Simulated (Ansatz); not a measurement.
C:
```
CELL_PARAMETERS angstrom
      0.00000     1.76588     1.76588
      1.76588     0.00000     1.76588
      1.76588     1.76588     0.00000
ATOMIC_POSITIONS crystal
  C  0.50000 0.50000 0.50000
  C  0.75000 0.75000 0.75000
```

Relaxed with LDA. Special points in fractions of this cell's reciprocal vectors: Γ (0.000, 0.000, 0.000); X (0.500, 0.000, 0.500); U (0.625, 0.250, 0.625); K (0.375, 0.375, 0.750); L (0.500, 0.500, 0.500); W (0.500, 0.250, 0.750).

**Question.** List the band energies nearest the valence-band maximum at these points for plane-wave PAW LDA (Ansatz code).

**Answer.** In eV from the valence-band maximum; about four levels below and three above (degenerate sets whole), none deeper than 8.9 eV; … stands for higher levels left out; points with the same levels are listed once.

```json
[
 {"k": "Γ", "below": "0.00 0.00 0.00", "above": "…"},
 {"k": "X", "below": "-6.49 -6.49", "above": "4.78 4.78 …"},
 {"k": "U", "below": "-5.52", "above": "5.70 10.86 …"},
 {"k": "L", "below": "-2.88 -2.88", "above": "8.51 8.51 …"},
 {"k": "W", "below": "-8.62 -8.62", "above": "10.58 10.58 …"}
]
```

Space group Fd-3m (diamond). Symmetry was held in the LDA relaxation.

Potentials: the later of the program's two PAW sets.
